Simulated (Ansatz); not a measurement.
HfO₂:
```cif
data_Hf4O8
_chemical_formula_sum 'Hf4 O8'
_space_group_name_H-M_alt 'Fm-3m'
_space_group_IT_number 225
_space_group_name_Hall '-F 4 2 3'
_cell_length_a 5.00177
_cell_length_b 5.00177
_cell_length_c 5.00177
_cell_angle_alpha 90.000
_cell_angle_beta 90.000
_cell_angle_gamma 90.000
loop_
_atom_site_label
_atom_site_type_symbol
_atom_site_symmetry_multiplicity
_atom_site_Wyckoff_symbol
_atom_site_fract_x
_atom_site_fract_y
_atom_site_fract_z
_atom_site_occupancy
Hf1 Hf 4 a 0.00000 0.00000 0.00000 1
O1 O 8 c 0.25000 0.25000 0.25000 1
```
(The calculation used a cell of 3 atoms; values per cell refer to that cell.)

Relaxed with LDA.

### Question
Give the optical modes at the zone centre with their infrared and Raman activity from DFPT, LDA in the plane-wave PAW code Ansatz.

### Answer
Transverse frequencies, without the LO–TO term; a row sums one degenerate level.

```tsv
ω (cm⁻¹)	degeneracy	IR ((D/Å)²/amu)	Raman (Å⁴/amu)	activity	symmetry
248	3	79.69	0	IR	T1u
596	3	0.00	53	Raman	T2g
```

### Question
How high does the top mode go among those that the LO–TO term moves?

### Answer
630 cm⁻¹ for q along x.

This is a known high-temperature phase of the composition, computed here at zero pressure and temperature. The cell was relaxed with LDA under the symmetry of its start. At this level the phase is dynamically unstable (imaginary phonons). The run is not spin-polarised. Scalar-relativistic: spin–orbit coupling is off unless named, which matters more the heavier the elements.

Potentials: the earlier of the program's two PAW sets. The files were generated under PBE; for other functionals the program regenerates the frozen cores, and for LDA and PBEsol the local potential too.
